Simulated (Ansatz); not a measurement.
Y3Al3NiGe2 (space group P-62m)

```xyz
9
Lattice="6.9314 0.0000 0.0000 -3.4657 6.0028 0.0000 0.0000 0.0000 4.1661" Properties=species:S:1:pos:R:3 pbc="T T T"
Y     -2.0673     3.5806     0.0000
Y      4.1345     0.0000     0.0000
Y      1.3985     2.4222     0.0000
Al     1.5707     0.0000     2.0830
Al     2.6804     4.6425     2.0830
Al    -0.7853     1.3603     2.0830
Ni     0.0000     0.0000     0.0000
Ge     3.4657     2.0009     2.0830
Ge     0.0000     4.0019     2.0830
```

The slice is a (-1 1 0 0) plane (indices of the conventional cell) through the point (0.000, 0.227, 0.500) (fractional), spanned by u = [001] and v = [110] in vectors of this cell: u (4.17 Å) and v (6.93 Å, at 90° to u). It covers one period; positions are fractions (u, v).

The numbers are results of r2SCAN (plane waves to 500 eV, PAW, scalar-relativistic; Ansatz, a first-principles code), not measurements. k mesh 8×8×11. Near the nuclei the fields are pseudised (PAW); where an atom keeps semicore shells as valence, they peak there. Y3Al3NiGe2 is run without spin polarisation. Y3Al3NiGe2 was relaxed with its symmetry unable to fall.

Q: Sketch the electrostatic potential energy of an electron, from the cell's mean on this plane as a map.

A: 
```
v \ u  0.00  0.14  0.29  0.43  0.57  0.71  0.86
-----  ----  ----  ----  ----  ----  ----  ----
0.88      x  <2.0   7.3   7.3   7.3   7.3  <2.0
0.75    7.5   7.6   5.3  <2.0  <2.0   5.3   7.6
0.62    6.6   6.8   4.6  <2.0  <2.0   4.6   6.8
0.50   <2.0   4.3   7.6   6.7   6.7   7.6   4.3
0.38      x     x   5.9   5.9   5.9   5.9     x
0.25    3.4   5.8   6.6   4.2   4.2   6.6   5.8
0.12      x  <2.0   7.2   8.1   8.1   7.2  <2.0
0.00      x     x   4.9   9.8   9.8   4.9     x
```

Values: electrostatic potential energy of an electron, from the cell's mean, in eV. Points within 1 Å of a nucleus are blanked (x), as the pseudised field means little there. Values under 2 eV are set to 2. The zero, the cell's mean, hangs on the PAW cores.
